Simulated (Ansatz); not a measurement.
Input, command and steps of an Ansatz relaxation.

```yaml
crystal:
  lattice:
    - [5.0359841046, 0.0, 0.0]
    - [0.0, 5.0359841046, 0.0]
    - [0.0, 0.0, 5.0359841046]
  atoms:
    - { symbol: Ca, position: [0.0, 0.0, 0.0] }
    - { symbol: Ga, position: [0.5, 0.0, 0.0] }
    - { symbol: Ga, position: [0.0, 0.5, 0.0] }
    - { symbol: Ga, position: [0.0, 0.0, 0.5] }
    - { symbol: O, position: [0.235, 0.235, 0.235] }
    - { symbol: O, position: [0.235, 0.765, 0.765] }
    - { symbol: O, position: [0.765, 0.765, 0.235] }
    - { symbol: O, position: [0.765, 0.235, 0.765] }
basis:
  ecutwfc: 420
kpoints:
  mp_grid: { grid: [4, 4, 4] }
hamiltonian:
  xc: pbe
scf:
  occupations: { method: gaussian, width: 0.1 }
  lower_state_search: "off"
output:
  forces: true
  stress: true
  eigenvalues: true
relax:
  adjacent_minimum: "off"
  f_tol: 0.04
  max_steps: 70
  cell: { stress_tol: 0.4 }
```

```bash
ansatz run input.yaml --threads 1 --pin off --max-ram 2560MiB --backend cpu --events-out ev --progress --plain --runs-dir out
```

Theory: DFT PBE, scalar-relativistic, plane waves, PAW (Ansatz 0.2.0).

Of 8 frames 8 are shown, positions in Å and forces in eV/Å; the SCF threshold varies from step to step. Steps run on the plane waves of an earlier cell, with a Pulay correction in the pressure. The basis is chosen afresh for the last frame, the zero of the energies, and at times for earlier ones too; energy and pressure can step there, also at an unchanged geometry. Here that happened at steps 5 (-26 meV/atom, 1.8 GPa), 8 (-2 meV/atom, 0.0 GPa); frames between the last choice of the basis and such a step carry an error that grows, as the cell changes, to that size.

```xyz
8
Lattice="5.0360 0.0000 0.0000 0.0000 5.0360 0.0000 0.0000 0.0000 5.0360" Properties=species:S:1:pos:R:3:forces:R:3 pbc="T T T" step=1 free_energy_over_end_meV_per_atom=187.73 pressure_GPa=16.31
Ca    0.0000    0.0000    0.0000    0.0000    0.0000    0.0000
Ga    2.5180    0.0000    0.0000    0.0000    0.0000    0.0000
Ga    0.0000    2.5180    0.0000    0.0000    0.0000    0.0000
Ga    0.0000    0.0000    2.5180    0.0000    0.0000    0.0000
O     1.1835    1.1835    1.1835    0.2203    0.2203    0.2203
O     1.1835    3.8525    3.8525    0.2203   -0.2203   -0.2203
O     3.8525    3.8525    1.1835   -0.2203   -0.2203    0.2203
O     3.8525    1.1835    3.8525   -0.2203    0.2203   -0.2203
8
Lattice="5.2857 0.0000 0.0000 0.0000 5.2857 0.0000 0.0000 0.0000 5.2857" Properties=species:S:1:pos:R:3:forces:R:3 pbc="T T T" step=2 free_energy_over_end_meV_per_atom=53.31 pressure_GPa=6.00
Ca    0.0000    0.0000    0.0000    0.0000    0.0000    0.0000
Ga    2.6428    0.0000    0.0000    0.0000    0.0000    0.0000
Ga    0.0000    2.6428    0.0000    0.0000    0.0000    0.0000
Ga    0.0000    0.0000    2.6428    0.0000    0.0000    0.0000
O     1.1815    1.1815    1.1815    0.4027    0.4027    0.4027
O     1.1815    4.1042    4.1042    0.4027   -0.4027   -0.4027
O     4.1042    4.1042    1.1815   -0.4027   -0.4027    0.4027
O     4.1042    1.1815    4.1042   -0.4027    0.4027   -0.4027
8
Lattice="5.3893 0.0000 0.0000 0.0000 5.3893 0.0000 0.0000 0.0000 5.3893" Properties=species:S:1:pos:R:3:forces:R:3 pbc="T T T" step=3 free_energy_over_end_meV_per_atom=32.89 pressure_GPa=1.43
Ca    0.0000    0.0000    0.0000    0.0000    0.0000    0.0000
Ga    2.6946    0.0000    0.0000    0.0000    0.0000    0.0000
Ga    0.0000    2.6946    0.0000    0.0000    0.0000    0.0000
Ga    0.0000    0.0000    2.6946    0.0000    0.0000    0.0000
O     1.1987    1.1987    1.1987    0.1662    0.1662    0.1662
O     1.1987    4.1906    4.1906    0.1662   -0.1662   -0.1662
O     4.1906    4.1906    1.1987   -0.1662   -0.1662    0.1662
O     4.1906    1.1987    4.1906   -0.1662    0.1662   -0.1662
8
Lattice="5.4110 0.0000 0.0000 0.0000 5.4110 0.0000 0.0000 0.0000 5.4110" Properties=species:S:1:pos:R:3:forces:R:3 pbc="T T T" step=4 free_energy_over_end_meV_per_atom=31.49 pressure_GPa=0.08
Ca    0.0000    0.0000    0.0000    0.0000    0.0000    0.0000
Ga    2.7055    0.0000    0.0000    0.0000    0.0000    0.0000
Ga    0.0000    2.7055    0.0000    0.0000    0.0000    0.0000
Ga    0.0000    0.0000    2.7055    0.0000    0.0000    0.0000
O     1.2100    1.2100    1.2100   -0.0060   -0.0060   -0.0060
O     1.2100    4.2010    4.2010   -0.0060    0.0060    0.0060
O     4.2010    4.2010    1.2100    0.0060    0.0060   -0.0060
O     4.2010    1.2100    4.2010    0.0060   -0.0060    0.0060
8
Lattice="5.4110 0.0000 0.0000 0.0000 5.4110 0.0000 0.0000 0.0000 5.4110" Properties=species:S:1:pos:R:3:forces:R:3 pbc="T T T" step=5 free_energy_over_end_meV_per_atom=5.54 pressure_GPa=1.83
Ca    0.0000    0.0000    0.0000    0.0000    0.0000    0.0000
Ga    2.7055    0.0000    0.0000    0.0000    0.0000    0.0000
Ga    0.0000    2.7055    0.0000    0.0000    0.0000    0.0000
Ga    0.0000    0.0000    2.7055    0.0000    0.0000    0.0000
O     1.2100    1.2100    1.2100   -0.0117   -0.0117   -0.0117
O     1.2100    4.2010    4.2010   -0.0117    0.0117    0.0117
O     4.2010    4.2010    1.2100    0.0117    0.0117   -0.0117
O     4.2010    1.2100    4.2010    0.0117   -0.0117    0.0117
8
Lattice="5.4733 0.0000 0.0000 0.0000 5.4733 0.0000 0.0000 0.0000 5.4733" Properties=species:S:1:pos:R:3:forces:R:3 pbc="T T T" step=6 free_energy_over_end_meV_per_atom=2.06 pressure_GPa=0.53
Ca    0.0000    0.0000    0.0000    0.0000    0.0000    0.0000
Ga    2.7367    0.0000    0.0000    0.0000    0.0000    0.0000
Ga    0.0000    2.7367    0.0000    0.0000    0.0000    0.0000
Ga    0.0000    0.0000    2.7367    0.0000    0.0000    0.0000
O     1.2116    1.2116    1.2116    0.0102    0.0102    0.0102
O     1.2116    4.2618    4.2618    0.0102   -0.0102   -0.0102
O     4.2618    4.2618    1.2116   -0.0102   -0.0102    0.0102
O     4.2618    1.2116    4.2618   -0.0102    0.0102   -0.0102
8
Lattice="5.5013 0.0000 0.0000 0.0000 5.5013 0.0000 0.0000 0.0000 5.5013" Properties=species:S:1:pos:R:3:forces:R:3 pbc="T T T" step=7 free_energy_over_end_meV_per_atom=2.49 pressure_GPa=-0.06
Ca    0.0000    0.0000    0.0000    0.0000    0.0000    0.0000
Ga    2.7506    0.0000    0.0000    0.0000    0.0000    0.0000
Ga    0.0000    2.7506    0.0000    0.0000    0.0000    0.0000
Ga    0.0000    0.0000    2.7506    0.0000    0.0000    0.0000
O     1.2135    1.2135    1.2135    0.0012    0.0012    0.0012
O     1.2135    4.2878    4.2878    0.0012   -0.0012   -0.0012
O     4.2878    4.2878    1.2135   -0.0012   -0.0012    0.0012
O     4.2878    1.2135    4.2878   -0.0012    0.0012   -0.0012
8
Lattice="5.5013 0.0000 0.0000 0.0000 5.5013 0.0000 0.0000 0.0000 5.5013" Properties=species:S:1:pos:R:3:forces:R:3 pbc="T T T" step=8 free_energy_over_end_meV_per_atom=0.00 pressure_GPa=-0.04
Ca    0.0000    0.0000    0.0000    0.0000    0.0000    0.0000
Ga    2.7506    0.0000    0.0000    0.0000    0.0000    0.0000
Ga    0.0000    2.7506    0.0000    0.0000    0.0000    0.0000
Ga    0.0000    0.0000    2.7506    0.0000    0.0000    0.0000
O     1.2135    1.2135    1.2135    0.0012    0.0012    0.0012
O     1.2135    4.2878    4.2878    0.0012   -0.0012   -0.0012
O     4.2878    4.2878    1.2135   -0.0012   -0.0012    0.0012
O     4.2878    1.2135    4.2878   -0.0012    0.0012   -0.0012
```

The start puts this composition into another compound's structure type, which needn't suit it. The cell swells from 16.0 to 20.8 Å³ an atom, so the end can be far from any stable crystal. At the end the space group is P-43m (tolerance 0.05 Å).

Time: 66 s on 1 thread of Arm Neoverse V1 (shared host), peak memory 0.39 GiB.

The k mesh is coarse. The cell has an odd number of electrons and was run without spin polarisation, which forces a half-filled band: energy, forces and stress belong to that artificial state.